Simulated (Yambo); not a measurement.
Yambo run on K2LiScF6 (space group Fm-3m, No. 225). The wavefunctions come from this Quantum ESPRESSO step (LDA, PseudoDojo standard norm-conserving files, scalar-relativistic):

```
&CONTROL
  calculation = 'nscf'
  pseudo_dir = './pseudo'
  outdir = './out'
/
&SYSTEM
  ibrav = 0
  nat = 10
  ntyp = 4
  ecutwfc = 84.0
  ecutrho = 336.0
  occupations = 'fixed'
  force_symmorphic = .true.
  nbnd = 218
/
&ELECTRONS
  conv_thr = 1e-08
  diago_full_acc = .true.
  diago_thr_init = 1e-08
/
ATOMIC_SPECIES
Li 6.9400 Li.upf
F 18.9984 F.upf
K 39.0983 K.upf
Sc 44.9559 Sc.upf
CELL_PARAMETERS angstrom
  0.000000000000   4.144805000000   4.144805000000
  4.144805000000   0.000000000000   4.144805000000
  4.144805000000   4.144805000000   0.000000000000
ATOMIC_POSITIONS crystal
Li   0.500000000000   0.500000000000   0.500000000000
F   0.245590000000   0.245590000000   0.754410000000
F   0.754410000000   0.754410000000   0.245590000000
F   0.754410000000   0.245590000000   0.245590000000
F   0.245590000000   0.754410000000   0.754410000000
F   0.245590000000   0.754410000000   0.245590000000
F   0.754410000000   0.245590000000   0.754410000000
K   0.250000000000   0.250000000000   0.250000000000
K   0.750000000000   0.750000000000   0.750000000000
Sc   0.000000000000   0.000000000000   0.000000000000
K_POINTS automatic
2 2 2 0 0 0
```

Yambo input:

```
rim_cut
gw0
dyson
el_el_corr
HF_and_locXC
ppa
em1d
RandQpts= 1000000
RandGvec= 1 Ry
EXXRLvcs= 84 Ry
VXCRLvcs= 336 Ry
Chimod= "HARTREE"
% BndsRnXp
 2 | 216 |
%
NGsBlkXp= 7 Ry
% LongDrXp
 1.0 | 1.0 | 1.0 |
%
PPAPntXp= 27.2114 eV
% GbndRnge
 1 | 216 |
%
GTermKind= "BG"
DysSolver= "n"
ExtendOut
% QPkrange
 1 | 1 | 37 | 38 |
 2 | 2 | 37 | 38 |
%
```

k points by index: 1 = Γ, 2 = L.

Resulting energies as the program prints them:

```
#    K-point    Band    Eo [eV]    E [eV]    E-Eo [eV]    Vxc [eV]    Vnlxc [eV]    Sc|Eo [eV]    Sc|E [eV]    dSc/dw|Eo [eV]    Re(Z)    Im(Z)
#
    1    37    0.000000    -2.269531    -2.269531    -22.43914    -30.21866    4.956751    5.509980    -6.632646    0.804021    -0.001359
    1    38    6.749406    9.811412    3.062006    -18.46516    -10.26493    -4.514843    -5.138224    -5.539470    0.830857    -0.001536
    2    37    -0.218408    -2.515267    -2.296860    -22.07997    -29.88929    4.950333    5.512454    -6.659020    0.803394    -0.001446
    2    38    6.817676    9.881391    3.063715    -18.66352    -10.42954    -4.538796    -5.170266    -5.608197    0.829117    -0.001615
```
(The two width columns are left out.) Convergence of these settings isn't established.

Geometry of the Materials Project entry, not relaxed at this level.

The structure is a Materials Project entry; no match was found in the copy of COD used, and its stability was not checked.
